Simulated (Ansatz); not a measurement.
## Elastic constants of Hf$_{3}$N$_{2}$: input and output

Theory: Ansatz 0.2.0, DFT PBEsol, scalar-relativistic, plane waves, PAW.

Launched with:
```bash
ansatz run input.yaml --threads 1 --pin off --max-ram 3072MiB --backend cpu --events-out ev --progress --plain --runs-dir out
```

Input (bare energies are in eV):
```yaml
crystal:
  lattice:
    - [1.5966126588, 0.9218047485, 7.7100350377]
    - [-1.5966126588, 0.9218047485, 7.7100350377]
    - [0.0, -1.8436094965, 7.7100350378]
  atoms:
    - { symbol: Hf, position: [0.7787494642, 0.7787494642, 0.7787494642] }
    - { symbol: Hf, position: [0.2212505358, 0.2212505358, 0.2212505358] }
    - { symbol: Hf, position: [0.0, 0.0, 0.0] }
    - { symbol: "N", position: [0.6110529488, 0.6110529488, 0.6110529488] }
    - { symbol: "N", position: [0.3889470512, 0.3889470512, 0.3889470512] }
basis:
  ecutwfc: 420
kpoints:
  mp_grid: { grid: [12, 12, 12] }
hamiltonian:
  xc: pbesol
scf:
  occupations: { method: fermi_dirac, width: 0.15 }
output:
  forces: true
  stress: true
  eigenvalues: true
elastic:
  mode: relaxed_ion
  amplitude: 0.005
  stencil: two_point
```

From the output:
```
--- Elastic constants: 3 strain directions × 2 members + reference (group order 12) ---
  dense FFT box of the reference and of every strained cell: 54×54×54
  strains applied: 11, 33, 23; error gains: componentwise 1.00 (the most a stress slope's error grows in a printed constant), spectral 1.41 (1 for all six strains in a standard setting)
  reference relaxed by the batch: 3 steps; max|allowed force component| 7.05e-4 eV/Å at the deck's positions, 2.80e-5 at the last accepted step, 2.79e-5 by the solve of record
  largest displacement 4.4e-5 Å; the constants are those of the deck's cell at these positions:
  atoms:
    - { symbol: Hf, position: [0.7787475834626938, 0.7787475834626938, 0.7787475834626939] }
    - { symbol: Hf, position: [0.22125241653730596, 0.22125241653730596, 0.22125241653730596] }
    - { symbol: Hf, position: [1.1718517566699136e-22, 1.171851756669893e-22, 1.1718517570946324e-22] }
    - { symbol: N, position: [0.6110540083368051, 0.6110540083368051, 0.6110540083368051] }
    - { symbol: N, position: [0.3889459916631947, 0.3889459916631947, 0.38894599166319477] }
  C = ∂σ_k/∂η_j (tension-positive GPa; Voigt order 11 22 33 23 13 12):
       423.680    102.634    133.565    -36.902      0.000      0.000
       102.634    423.680    133.565     36.902      0.000      0.000
       133.559    133.559    397.975      0.000      0.000      0.000
       -36.909     36.909      0.000    129.087      0.000      0.000
         0.000     -0.000     -0.000      0.000    129.087    -36.909
         0.000     -0.000     -0.000      0.000    -36.902    160.523
  reference stress σ⁰ (GPa):      0.003      0.003      0.000     -0.000      0.000     -0.000
  C* (energy form; C + prestress term) asymmetry max|C*_kj − C*_jk| = 8.695e-3 GPa — a small one proves nothing (zero by symmetry where the batch's group is 432, −43m or m−3m); a large one is finite-difference/SCF noise where every solve ...
  moduli (Voigt/Reuss/Hill, GPa): K = 220.54/220.53/220.54   G = 142.11/133.21/137.66   E = 341.86   ν = 0.242
  mechanically stable: yes (min eigenvalue of sym C = 104.69 GPa)
  strain η (Voigt 11):  stress-route row diagonal C_11 = 423.68 GPa, energy-path curvature d²(F+E_count+ΔE)/dδ²/Ω₀ = 423.72 GPa
         δ    σ_11 (GPa) F (eV) n_scf n_hpsi n_pw
    -5.000e-3      -2.1515      -47558.9461076      10  467882   1343   relax 5 steps, max|allowed force component| 2.50e-5 eV/Å
     5.000e-3       2.0853      -47558.9461526       9  418855   1364   relax 5 steps, max|allowed force component| 1.89e-6 eV/Å
  strain η (Voigt 33):  stress-route row diagonal C_33 = 397.97 GPa, energy-path curvature d²(F+E_count+ΔE)/dδ²/Ω₀ = 398.10 GPa
         δ    σ_33 (GPa) F (eV) n_scf n_hpsi n_pw
    -5.000e-3      -2.0153      -47558.9462409      10  184915   1358   relax 4 steps, max|allowed force component| 3.86e-5 eV/Å
     5.000e-3       1.9645      -47558.9462725       9  171575   1364   relax 4 steps, max|allowed force component| 2.19e-6 eV/Å
  strain η (Voigt 23):  stress-route row diagonal C_44 = 129.09 GPa, energy-path curvature d²(F+E_count+ΔE)/dδ²/Ω₀ = 129.15 GPa
         δ    σ_23 (GPa) F (eV) n_scf n_hpsi n_pw
    -5.000e-3      -0.6520      -47558.9476779      10  463583   1360   relax 5 steps, max|allowed force component| 4.15e-5 eV/Å
     5.000e-3       0.6389      -47558.9476779      10  464846   1360   relax 5 steps, max|allowed force component| 2.23e-5 eV/Å
```

It took 26 min on 1 thread of Intel(R) Xeon(R) 6975P-C (Granite Rapids) (shared host), peak memory 1.8 GiB.

In a metal, frequencies and elastic constants depend on the k mesh and the smearing, soft modes and shear constants most. Spin–orbit coupling is left out, which can shift energies with elements as heavy as these.